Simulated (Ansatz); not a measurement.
Input and command of a plane-wave DFT calculation in Ansatz:

```yaml
crystal:
  lattice:
    - [3.179064, 0.0, 0.0]
    - [0.0, 3.179064, 0.0]
    - [0.0, 0.0, 3.179064]
  atoms:
    - { symbol: Ti, position: [0.0, -0.0629115991, 0.0] }
    - { symbol: Al, position: [0.5, 0.5, 0.5] }
basis:
  ecutwfc: 500
kpoints:
  mp_grid: { grid: [16, 16, 16] }
hamiltonian:
  xc: r2scan
scf:
  occupations: { method: gaussian, width: 0.15 }
output:
  forces: true
  stress: true
  eigenvalues: true
```

```bash
ansatz run input.yaml --threads 1 --pin off --max-ram 2560MiB --backend cpu --events-out ev --progress --plain --runs-dir out
```

Processor: Oxide Virtual Turin-like Processor (Zen 5), 1 thread, on a host shared with other jobs.

Task: Estimate time, memory and problem size.

Result: About 17 s on 1 thread of Oxide Virtual Turin-like Processor (Zen 5), on a shared host, peak memory 0.62 GiB. It solves 12 bands at 405 k points (the mesh reduced by symmetry) with about 799 plane waves, in 6 SCF iterations.
